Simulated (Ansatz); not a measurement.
Input and output for HgTe (zincblende type): DFT, LDA, all-electron LAPW, scalar-relativistic (Ansatz 0.2.0). This run: volume at 0.72 of the series' base cell.

The cell comes from a relaxation on PAW files under the same functional, begun from a prototype that needn't be the stable phase.

Command: `ansatz run input.yaml --threads 1 --pin off --max-ram 2048MiB --backend cpu --events-out ev --progress --plain --runs-dir out` It took 55 s on 1 thread of Arm Neoverse V2, with other jobs on the host, peak memory 0.44 GiB.

```yaml
crystal:
  lattice:
    - [0.0, 2.883284335, 2.883284335]
    - [2.883284335, 0.0, 2.883284335]
    - [2.883284335, 2.883284335, 0.0]
  atoms:
    - { symbol: Hg, position: [0.0, 0.0, 0.0] }
    - { symbol: Te, position: [0.25, 0.25, 0.25] }
kpoints:
  mp_grid: { grid: [11, 11, 11] }
scf:
  occupations: { method: fermi_dirac, width: 0.05 }
hamiltonian:
  xc: lda
  pseudopotentials: { kind: all_electron, lapw: { basis_error: 0.001 } }
output:
  forces: true
  stress: true
  eigenvalues: true
  populations: true
```

Output:

```
Hg: projections on atomic orbitals take those of the free atom 1s2 2s2 2p6 3s2 3p6 3d10 4s2 4p6 4d10 4f14 5s2 5p6 5d10 6s2, of charge +0.00 (hamiltonian.pseudopotentials.projection_atoms)
Te: projections on atomic orbitals take those of the free atom 1s2 2s2 2p6 3s2 3p6 3d10 4s2 4p6 4d10 5s2 5p4, of charge +0.00 (hamiltonian.pseudopotentials.projection_atoms)
LAPW: plane waves up to 9.463 Å⁻¹, error target 1.0e-3 eV per atom; small_component_spin mean_spin; Te in spheres of 1.239 Å, 24 of its electrons in bands, Dirac shells []; Hg in spheres of 1.258 Å, 44 of its electrons in bands, Dirac shells [] (how accurate: hamiltonian.pseudopotentials.lapw.basis_error, Limitations)
Engine: ansatz 0.2.0
Pseudopotentials: kind: all_electron
Pseudopotential: Hg, LAPW, valence charge 44, lapw/all_electron/scalar/gaussian/Hg, Koelling and Harmon's equation, gaussian nucleus
Pseudopotential: Te, LAPW, valence charge 24, lapw/all_electron/scalar/gaussian/Te, Koelling and Harmon's equation, gaussian nucleus
Functional definition: SPW92
  exchange = slater_x
  correlation = pw_c
Crystal: 2 atoms, lattice volume = 47.939 Å³
Basis set: ecut = 341.16998675606334 eV, 701 PW (Γ), exchange–correlation at level 2
Bands: 41, of which v1, the nominal top of the filled ones, is band 34 counted from 1 (33 counted from 0)
Symmetry: 24 space group operations
Space group: F-43m (ITA 216), of the structure as read, at distance tolerance 3.6e-5 Å
k-points: 56 of 1331 (time reversal used)
Non-local potential: Hg, projectors of the file, none
Non-local potential: Te, projectors of the file, none
Initial density: superposition of atomic densities (chi_scale 0.1, normalization cell, long waves kept (reshape's long-wave potential 0.00 eV rms))
Initial wavefunctions: plane waves of lowest kinetic energy (no species holds an atomic orbital)
Functional: x = slater, c = lda
iter 1 solved again at ethr=6.84e-4 eV; its pass at ethr=1.00e-1 eV (dr2=4.65e-1 eV) is discarded
SCF iter   1: F=—  HF=-718269.852400 eV  |F-HF|=—  |Δ(HF+E_count)|=         —  Δρ=2.74e-2  dr2=4.66e-1  ethr=6.84e-4  ⟨swp⟩=2.1  Hψ=14371  notcnv=0
preconditioner: auto → none  [insulator: Δε(μ)=0.598 eV  Ē_g=14.386 eV  σ=0.050 eV  W_gap=0.74  n_scr=14 (ndim 8)  ℏωp=22.8 eV  f_vac=0.212  D(μ)=0.02/eV (n_scr^D=0)  ε∞_Penn≈3.5]
iter 2 solved again at ethr=4.99e-5 eV; its pass at ethr=6.84e-4 eV (dr2=3.39e-2 eV) is discarded
SCF iter   2: F=—  HF=-718269.587876 eV  |F-HF|=—  |Δ(HF+E_count)|=   2.65e-1  Δρ=7.89e-3  dr2=3.40e-2  ethr=4.99e-5  ⟨swp⟩=2.0  Hψ=11703  notcnv=0
SCF iter   3: F=—  HF=-718269.539217 eV  |F-HF|=—  |Δ(HF+E_count)|=   4.87e-2  Δρ=4.82e-3  dr2=7.51e-3  ethr=4.99e-5  ⟨swp⟩=2.1  Hψ=6837  notcnv=0
SCF iter   4: F=—  HF=-718269.536135 eV  |F-HF|=—  |Δ(HF+E_count)|=         —  Δρ=1.19e-3  dr2=4.31e-4  ethr=1.10e-5  ⟨swp⟩=2.0  Hψ=6441  notcnv=0
the basis was enlarged: its passes take 1.9 MiB over the memory plan, 1 of 1 planned eigensolver slots
SCF iter   5: F=—  HF=-718269.535952 eV  |F-HF|=—  |Δ(HF+E_count)|=   1.84e-4  Δρ=1.66e-4  dr2=5.90e-6  ethr=6.34e-7  ⟨swp⟩=2.0  Hψ=6443  notcnv=0
SCF iter   6: F=—  HF=-718269.535951 eV  |F-HF|=—  |Δ(HF+E_count)|=   2.17e-7  Δρ=2.35e-5  dr2=2.21e-7  ethr=8.67e-9  ⟨swp⟩=2.0  Hψ=6442  notcnv=0
SCF iter   7: F=-718269.535951 eV  HF=-718269.535951 eV  |F-HF|=1.63e-9  |Δ(HF+E_count)|=   1.99e-7  Δρ=6.27e-6  dr2=1.07e-8  ethr=3.25e-10  ⟨swp⟩=2.5  Hψ=6475  notcnv=0
SCF 1 converged in 7 iterations: F = -718269.535951 eV  dr2 = 1.07e-8
SCF converged after 7 iterations
Free energy (F): -718269.535951 eV
Harris-Foulkes:  -718269.535951 eV  (|F-HF|=1.63e-9)
Internal energy: -718269.535744 eV  (E = F + TS)
E sigma→0 (E₀):  -718269.535847 eV
Entropy (-TS):   -0.000208 eV (-0.104 meV/atom)
Fermi energy:    18.212649 eV
--- Per-component energies (eV) ---
  E_band       = -5704.027428
  E_kinetic    = 805301.787059
  E_xc         = -14485.690381
  E_electrostatic = -1509085.632422  (all electrons and nuclei)
  E_smearing   = -0.000208  (= −TS)
  E_closure    = 0.000000  (closes the sum)
  E_atoms      = -718266.013367  (free atoms, spherical and without spin; not in F)
  Σ components = -718269.535951   (vs F -718269.535951, Δ=0.00e0)
  Basis errors (estimates in eV, not in F): energy 4.4e-4 per atom: plane waves 4.0e-4 (2.3e-4 summed), levels above the bands 1.4e-77, relativity 1.5e-8, radial functions 4.0e-5, core shells 5.5e-7; eigenvalues (radial functions only) 1.3e-6; not estimated: angular momenta, meshes, grids; target (lapw.basis_error) 1.0e-3; muffin-tin radii Te 1.239 Å, Hg 1.258 Å
--- Forces (eV/Å), atoms counted from 1 ---
  atom   1  Hg    -0.00000000     0.00000000     0.00000000
  atom   2  Te     0.00000000    -0.00000000     0.00000000
  max |Σ_I F_I| component: 9.71e-17 eV/Å
--- Stress (GPa, compression-positive) ---
       36.155444       0.000000      -0.000000
        0.000000      36.155444       0.000000
       -0.000000       0.000000      36.155444
  P = ⅓ Tr σ = 36.1554 GPa (361.554 kbar)
--- Band table (eV; the first three rows and the last of 56) ---
  k-point 0: bands = ["-328.6991", "-328.6991", "-328.6987", "-328.6987", "-328.6987", "-142.0811", "-98.9509", "-92.3143", "-92.3143", "-92.3143", "-76.9029", "-76.9024", "-76.9024", "-76.9024", "-76.9023", "-76.9023", "-76.9023", "-47.3025", "-47.3025", "-47.3025", "-19.9870", "-19.9870", "-19.9870", "-19.9525", "-19.9525", "2.8172", "8.0646", "8.0646", "8.0646", "9.1070", "9.1070", "18.1068", "18.1610", "18.1610", "18.1610", "21.5037", "21.5037", "21.5037", "23.9934", "27.1827", "27.1827"]
  k-point 1: bands = ["-328.6991", "-328.6991", "-328.6987", "-328.6987", "-328.6987", "-142.0811", "-98.9509", "-92.3143", "-92.3143", "-92.3143", "-76.9029", "-76.9024", "-76.9024", "-76.9024", "-76.9023", "-76.9023", "-76.9023", "-47.3026", "-47.3025", "-47.3025", "-19.9874", "-19.9870", "-19.9870", "-19.9524", "-19.9524", "2.8931", "8.0676", "8.0877", "8.0877", "9.1021", "9.1021", "16.6903", "17.9451", "17.9451", "18.9550", "21.5434", "21.7381", "21.7381", "24.7771", "26.7676", "26.7676"]
  k-point 2: bands = ["-328.6991", "-328.6991", "-328.6987", "-328.6987", "-328.6987", "-142.0811", "-98.9509", "-92.3143", "-92.3143", "-92.3143", "-76.9029", "-76.9024", "-76.9024", "-76.9024", "-76.9023", "-76.9023", "-76.9023", "-47.3028", "-47.3025", "-47.3025", "-19.9883", "-19.9869", "-19.9869", "-19.9521", "-19.9521", "3.1049", "8.1027", "8.1470", "8.1470", "9.0944", "9.0944", "14.9542", "17.4611", "17.4611", "19.0691", "22.2169", "22.2169", "22.2187", "25.2914", "26.3901", "26.3901"]
  k-point 55: bands = ["-328.6991", "-328.6991", "-328.6987", "-328.6987", "-328.6987", "-142.0811", "-98.9509", "-92.3143", "-92.3143", "-92.3143", "-76.9029", "-76.9024", "-76.9024", "-76.9024", "-76.9023", "-76.9023", "-76.9023", "-47.3032", "-47.3030", "-47.3027", "-19.9907", "-19.9890", "-19.9861", "-19.9517", "-19.9501", "4.2714", "8.3626", "8.5976", "8.8910", "9.0193", "10.0187", "10.6031", "13.0443", "13.9708", "21.4777", "22.3242", "23.4226", "24.0096", "28.6468", "29.2541", "30.6028"]
--- Löwdin populations: 2 sites ---
  site symbol       q [e]
     0     Hg     78.8546
     1     Te     52.8047
  spilling = 0.002581 (of n_electrons = 132.000000)
```

populations.tsv:

```
# site	symbol	l	j	q
# orbitals = lowdin
# n_electrons = 132.000000
# spilling = 0.002581
# projection_atom_Hg: 1s2 2s2 2p6 3s2 3p6 3d10 4s2 4p6 4d10 4f14 5s2 5p6 5d10 6s2
# projection_atom_Te: 1s2 2s2 2p6 3s2 3p6 3d10 4s2 4p6 4d10 5s2 5p4
0	Hg	0_1S	-	1.999999
0	Hg	0_2S	-	1.999988
0	Hg	0_3S	-	1.999866
0	Hg	0_4S	-	1.998662
0	Hg	0_5S	-	1.982267
0	Hg	0_6S	-	0.967672
0	Hg	1_2P	-	6.000000
0	Hg	1_3P	-	5.999997
0	Hg	1_4P	-	5.999974
0	Hg	1_5P	-	5.998567
0	Hg	2_3D	-	9.999998
0	Hg	2_4D	-	9.999984
0	Hg	2_5D	-	9.907598
0	Hg	3_4F	-	13.999980
1	Te	0_1S	-	1.999999
1	Te	0_2S	-	1.999986
1	Te	0_3S	-	1.999791
1	Te	0_4S	-	1.997463
1	Te	0_5S	-	1.865244
1	Te	1_2P	-	5.999999
1	Te	1_3P	-	5.999968
1	Te	1_4P	-	5.998604
1	Te	1_5P	-	4.945410
1	Te	2_3D	-	9.999988
1	Te	2_4D	-	9.998247
```

Next run (volume at 0.64 of the series' base cell), as changes to the input before:

```diff
   lattice:
-    - [0.0, 2.883284335, 2.883284335]
-    - [2.883284335, 0.0, 2.883284335]
-    - [2.883284335, 2.883284335, 0.0]
+    - [0.0, 2.7722770621, 2.7722770621]
+    - [2.7722770621, 0.0, 2.7722770621]
+    - [2.7722770621, 2.7722770621, 0.0]
   atoms:
```

Command: `ansatz run input.yaml --threads 1 --pin off --max-ram 2048MiB --backend cpu --events-out ev --progress --plain --runs-dir out` It took 61 s on 1 thread of Arm Neoverse V2 (shared host), peak memory 0.46 GiB.

Results part of the output:

```
SCF 1 converged in 7 iterations: F = -718267.883060 eV  dr2 = 1.52e-8
SCF converged after 7 iterations
Free energy (F): -718267.883060 eV
Harris-Foulkes:  -718267.883060 eV  (|F-HF|=3.80e-8)
Internal energy: -718267.882944 eV  (E = F + TS)
E sigma→0 (E₀):  -718267.883002 eV
Entropy (-TS):   -0.000116 eV (-0.058 meV/atom)
Fermi energy:    21.655781 eV
--- Per-component energies (eV) ---
  E_band       = -8858.457920
  E_kinetic    = 805321.449814
  E_xc         = -14488.903208
  E_electrostatic = -1509100.429550  (all electrons and nuclei)
  E_smearing   = -0.000116  (= −TS)
  E_closure    = 0.000000  (closes the sum)
  E_atoms      = -718266.013367  (free atoms, spherical and without spin; not in F)
  Σ components = -718267.883060   (vs F -718267.883060, Δ=0.00e0)
  Basis errors (estimates in eV, not in F): energy 4.3e-4 per atom: plane waves 4.0e-4 (2.4e-4 summed), levels above the bands 1.4e-91, relativity 1.8e-8, radial functions 3.1e-5, core shells 6.8e-7; eigenvalues (radial functions only) 1.2e-6; not estimated: angular momenta, meshes, grids; target (lapw.basis_error) 1.0e-3; muffin-tin radii Te 1.193 Å, Hg 1.208 Å
--- Forces (eV/Å), atoms counted from 1 ---
  atom   1  Hg    -0.00000000     0.00000000     0.00000000
  atom   2  Te     0.00000000    -0.00000000     0.00000000
  max |Σ_I F_I| component: 1.27e-16 eV/Å
--- Stress (GPa, compression-positive) ---
       66.078530       0.000000       0.000000
        0.000000      66.078530       0.000000
        0.000000       0.000000      66.078530
  P = ⅓ Tr σ = 66.0785 GPa (660.785 kbar)
--- Band table (eV; the first three rows and the last of 56) ---
  k-point 0: bands = ["-553.3168", "-553.3168", "-553.3168", "-326.2917", "-326.2917", "-326.2917", "-326.2908", "-326.2908", "-139.4286", "-96.5989", "-89.6720", "-89.6720", "-89.6720", "-74.5018", "-74.5000", "-74.5000", "-74.5000", "-74.4991", "-74.4991", "-74.4991", "-44.9777", "-44.9777", "-44.9777", "-17.3910", "-17.3910", "-17.3910", "-17.3417", "-17.3417", "4.6591", "10.1059", "10.1059", "10.1059", "11.3606", "11.3606", "21.5343", "21.5343", "21.5343", "21.7135", "24.4559", "24.4559", "24.4559", "27.0863", "30.0818", "30.0818", "30.0818"]
  k-point 1: bands = ["-553.3168", "-553.3168", "-553.3168", "-326.2917", "-326.2917", "-326.2917", "-326.2908", "-326.2908", "-139.4286", "-96.5989", "-89.6720", "-89.6720", "-89.6720", "-74.5018", "-74.5000", "-74.5000", "-74.5000", "-74.4991", "-74.4991", "-74.4991", "-44.9778", "-44.9777", "-44.9777", "-17.3917", "-17.3910", "-17.3910", "-17.3415", "-17.3415", "4.7494", "10.1040", "10.1342", "10.1342", "11.3535", "11.3535", "19.9884", "21.2495", "21.2495", "22.3949", "24.6182", "24.7470", "24.7470", "27.9298", "29.7752", "29.7752", "29.9030"]
  k-point 2: bands = ["-553.3168", "-553.3168", "-553.3168", "-326.2917", "-326.2917", "-326.2917", "-326.2908", "-326.2908", "-139.4286", "-96.5989", "-89.6720", "-89.6720", "-89.6720", "-74.5018", "-74.5000", "-74.5000", "-74.5000", "-74.4991", "-74.4991", "-74.4991", "-44.9782", "-44.9777", "-44.9777", "-17.3935", "-17.3911", "-17.3911", "-17.3410", "-17.3410", "5.0016", "10.1294", "10.2065", "10.2065", "11.3416", "11.3416", "17.9743", "20.6437", "20.6437", "22.4000", "25.3048", "25.3048", "25.4577", "28.2868", "29.4761", "29.4761", "31.1306"]
  k-point 55: bands = ["-553.3168", "-553.3168", "-553.3168", "-326.2917", "-326.2917", "-326.2917", "-326.2908", "-326.2908", "-139.4286", "-96.5990", "-89.6721", "-89.6720", "-89.6719", "-74.5018", "-74.5000", "-74.5000", "-74.5000", "-74.4991", "-74.4991", "-74.4991", "-44.9791", "-44.9786", "-44.9780", "-17.3984", "-17.3959", "-17.3908", "-17.3401", "-17.3372", "6.3934", "10.4068", "10.7509", "11.0587", "11.2610", "12.3449", "13.2229", "15.3598", "16.5266", "24.7066", "25.6486", "26.6436", "27.1675", "32.3238", "32.8469", "34.0619", "34.7985"]
--- Löwdin populations: 2 sites ---
  site symbol       q [e]
     0     Hg     78.7993
     1     Te     52.8191
  spilling = 0.002891 (of n_electrons = 132.000000)
```

Next run (volume at 0.55 of the series' base cell), as changes to the input before:

```diff
   lattice:
-    - [0.0, 2.7722770621, 2.7722770621]
-    - [2.7722770621, 0.0, 2.7722770621]
-    - [2.7722770621, 2.7722770621, 0.0]
+    - [0.0, 2.6357094688, 2.6357094688]
+    - [2.6357094688, 0.0, 2.6357094688]
+    - [2.6357094688, 2.6357094688, 0.0]
   atoms:
   mp_grid: { grid: [11, 11, 11] }
+  band_path:
+    path:
+      - [0.0, 0.0, 0.0]
+      - [-0.5, -0.5, 0.0]
+      - [-0.375, -0.375, 0.25]
+      - [-0.375, 0.0, 0.375]
+      - [0.0, 0.0, 0.0]
+      - [0.0, 0.0, 0.5]
+      - [-0.5, -0.25, 0.25]
+      - [-0.5, -0.5, 0.0]
+    npoints: 8
 scf:
   populations: true
+  dos: { projected: true, de: 0.2, e_range: [-14, 8] }
```

Command: `ansatz run input.yaml --threads 1 --pin off --max-ram 2048MiB --backend cpu --events-out ev --progress --plain --runs-dir out` It took 92 s on 1 thread of Arm Neoverse V2, with other jobs on the host, peak memory 0.51 GiB.

Results part of the output:

```
SCF 1 converged in 7 iterations: F = -718264.365811 eV  dr2 = 1.73e-8
NSCF: frozen V_eff on 57 k-points
SCF converged after 7 iterations
Free energy (F): -718264.365811 eV
Harris-Foulkes:  -718264.365811 eV  (|F-HF|=5.59e-9)
Internal energy: -718264.365178 eV  (E = F + TS)
E sigma→0 (E₀):  -718264.365494 eV
Entropy (-TS):   -0.000633 eV (-0.317 meV/atom)
Fermi energy:    26.426428 eV
--- Per-component energies (eV) ---
  E_band       = -13908.160790
  E_kinetic    = 805355.401291
  E_xc         = -14493.929518
  E_electrostatic = -1509125.836951  (all electrons and nuclei)
  E_smearing   = -0.000633  (= −TS)
  E_closure    = 0.000000  (closes the sum)
  E_atoms      = -718266.013367  (free atoms, spherical and without spin; not in F)
  Σ components = -718264.365811   (vs F -718264.365811, Δ=0.00e0)
[... lines left out ...]
  atom   1  Hg    -0.00000000     0.00000000     0.00000000
  atom   2  Te    -0.00000000    -0.00000000    -0.00000000
  max |Σ_I F_I| component: 1.97e-16 eV/Å
--- Stress (GPa, compression-positive) ---
      129.148932       0.000000      -0.000000
        0.000000     129.148932       0.000000
       -0.000000       0.000000     129.148932
  P = ⅓ Tr σ = 129.1489 GPa (1291.489 kbar)
--- Band table (eV; the first three rows and the last of 56) ---
  k-point 0: bands = ["-549.7865", "-549.7865", "-549.7865", "-531.2023", "-531.2023", "-531.2023", "-531.2019", "-531.2019", "-322.7669", "-322.7669", "-322.7669", "-322.7634", "-322.7634", "-135.5790", "-93.1792", "-85.8414", "-85.8414", "-85.8414", "-70.9881", "-70.9838", "-70.9838", "-70.9838", "-70.9813", "-70.9813", "-70.9813", "-41.6127", "-41.6127", "-41.6127", "-13.6404", "-13.6404", "-13.6404", "-13.5684", "-13.5684", "7.3586", "13.0759", "13.0759", "13.0759", "14.6281", "14.6281", "26.5370", "26.5370", "26.5370", "26.8131", "28.8260", "28.8260", "28.8260", "31.5972", "34.2681", "34.2681", "34.2681", "37.4073"]
  k-point 1: bands = ["-549.7865", "-549.7865", "-549.7865", "-531.2023", "-531.2023", "-531.2023", "-531.2019", "-531.2019", "-322.7669", "-322.7669", "-322.7669", "-322.7634", "-322.7634", "-135.5790", "-93.1792", "-85.8414", "-85.8414", "-85.8414", "-70.9881", "-70.9838", "-70.9838", "-70.9838", "-70.9813", "-70.9813", "-70.9813", "-41.6130", "-41.6127", "-41.6127", "-13.6420", "-13.6407", "-13.6407", "-13.5678", "-13.5678", "7.4696", "13.0662", "13.1119", "13.1119", "14.6168", "14.6168", "24.7774", "26.1304", "26.1304", "27.2913", "29.1940", "29.2124", "29.2124", "32.4892", "34.0829", "34.0829", "34.3050", "37.8619"]
  k-point 2: bands = ["-549.7865", "-549.7865", "-549.7865", "-531.2023", "-531.2023", "-531.2023", "-531.2019", "-531.2019", "-322.7669", "-322.7669", "-322.7669", "-322.7634", "-322.7634", "-135.5790", "-93.1793", "-85.8414", "-85.8414", "-85.8413", "-70.9881", "-70.9838", "-70.9838", "-70.9838", "-70.9813", "-70.9813", "-70.9813", "-41.6138", "-41.6128", "-41.6128", "-13.6465", "-13.6414", "-13.6414", "-13.5666", "-13.5666", "7.7802", "13.0767", "13.2035", "13.2035", "14.5971", "14.5971", "22.3722", "25.3408", "25.3408", "27.2104", "29.8707", "29.8707", "30.1145", "32.7033", "33.9274", "33.9274", "36.1288", "38.8615"]
  k-point 55: bands = ["-549.7865", "-549.7865", "-549.7865", "-531.2023", "-531.2023", "-531.2023", "-531.2019", "-531.2019", "-322.7669", "-322.7669", "-322.7669", "-322.7634", "-322.7634", "-135.5790", "-93.1796", "-85.8415", "-85.8415", "-85.8408", "-70.9881", "-70.9838", "-70.9838", "-70.9838", "-70.9813", "-70.9813", "-70.9813", "-41.6156", "-41.6145", "-41.6131", "-13.6582", "-13.6544", "-13.6444", "-13.5635", "-13.5584", "9.4815", "13.3517", "13.8760", "14.2080", "14.5292", "15.7929", "17.0663", "18.7859", "20.3164", "29.2991", "30.5277", "31.3779", "31.8297", "37.2652", "38.2410", "38.9232", "39.7032", "40.3542"]
--- Löwdin populations: 2 sites ---
  site symbol       q [e]
     0     Hg     78.7310
     1     Te     52.8282
  spilling = 0.003339 (of n_electrons = 132.000000)
```

Spin–orbit coupling is left out, which matters for the heavy atoms. The structure type is held throughout; the real material can change phase at far lower pressure.
